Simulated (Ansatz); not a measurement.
CdF₂:
```cif
data_CdF2
_chemical_formula_sum 'Cd1 F2'
_space_group_name_H-M_alt 'P 1'
_space_group_IT_number 1
_cell_length_a 3.80701
_cell_length_b 3.80701
_cell_length_c 3.80701
_cell_angle_alpha 60.000
_cell_angle_beta 60.000
_cell_angle_gamma 60.000
loop_
_space_group_symop_operation_xyz
  'x, y, z'
loop_
_atom_site_label
_atom_site_type_symbol
_atom_site_fract_x
_atom_site_fract_y
_atom_site_fract_z
_atom_site_occupancy
Cd1 Cd 0.00000 0.00000 0.00000 1
F1 F 0.25000 0.25000 0.25000 1
F2 F 0.75000 0.75000 0.75000 1
```

Relaxed with PBEsol.

Problem. Which orbitals make up the states near the band edges in PBEsol in the plane-wave PAW code Ansatz?

Solution. Top 1 eV of the valence band: F 2p 86 %, Cd 4d 13 %. Bottom 1 eV of the conduction band: Cd 5s 75 %, F 2s 15 %, F 2p 9 %. Projections are on Löwdin-orthogonalised atomic valence shells; empty p or d shells of many metals are not among them.

Problem. Tabulate the density of states.

Solution. States/eV per cell of 3 atoms, in 0.25 eV bins, energy from the valence-band maximum.

```csv
E (eV),total,F 2p,Cd 4d,Cd 5s
-5.76,0.00,0.00,0.00,0.00
-5.51,1.67,0.44,1.22,0.00
-5.26,9.30,2.35,6.86,0.08
-5.01,4.14,0.87,3.25,0.01
-4.76,4.94,0.79,4.10,0.03
-4.51,8.27,0.77,7.42,0.04
-4.26,11.64,0.46,11.09,0.03
-4.01,0.04,0.00,0.04,0.00
-3.76,0.00,0.00,0.00,0.00
-3.51,1.70,1.04,0.38,0.26
-3.26,2.59,1.76,0.41,0.39
-3.01,1.62,1.19,0.15,0.23
-2.76,1.69,1.35,0.17,0.12
-2.51,2.80,2.24,0.42,0.07
-2.26,3.82,3.21,0.48,0.04
-2.01,4.58,4.03,0.40,0.03
-1.76,3.28,2.92,0.26,0.02
-1.51,3.16,2.79,0.28,0.03
-1.26,2.42,2.13,0.22,0.02
-1.01,1.56,1.36,0.16,0.02
-0.76,1.43,1.24,0.16,0.01
-0.51,9.77,8.39,1.32,0.01
-0.26,6.04,5.17,0.85,0.00
-0.01,1.54,1.36,0.17,0.00
0.24,0.00,0.00,0.00,0.00
0.49,0.00,0.00,0.00,0.00
0.74,0.00,0.00,0.00,0.00
0.99,0.00,0.00,0.00,0.00
1.24,0.00,0.00,0.00,0.00
1.49,0.00,0.00,0.00,0.00
1.74,0.00,0.00,0.00,0.00
1.99,0.00,0.00,0.00,0.00
2.24,0.00,0.00,0.00,0.00
2.49,0.00,0.00,0.00,0.00
2.74,0.00,0.00,0.00,0.00
2.99,0.00,0.00,0.00,0.00
3.24,0.03,0.00,0.00,0.03
3.49,0.05,0.00,0.00,0.04
3.74,0.07,0.01,0.00,0.06
3.99,0.10,0.01,0.00,0.07
4.24,0.12,0.02,0.00,0.09
4.49,0.14,0.02,0.00,0.10
4.74,0.17,0.03,0.00,0.12
4.99,0.20,0.03,0.00,0.14
5.24,0.23,0.04,0.00,0.17
5.49,0.26,0.05,0.00,0.19
5.74,0.30,0.06,0.00,0.22
5.99,0.35,0.07,0.00,0.26
6.24,0.40,0.08,0.00,0.30
6.49,0.48,0.09,0.00,0.35
6.74,0.59,0.12,0.00,0.44
6.99,0.80,0.16,0.00,0.60
7.24,1.02,0.20,0.00,0.78
7.49,1.04,0.20,0.00,0.80
7.74,1.19,0.23,0.00,0.92
```

Space group Fm-3m (fluorite). The PBEsol relaxation kept the symmetry of its start. Spin–orbit coupling is left out wherever it is not named.

Potentials: the later of the program's two PAW sets.
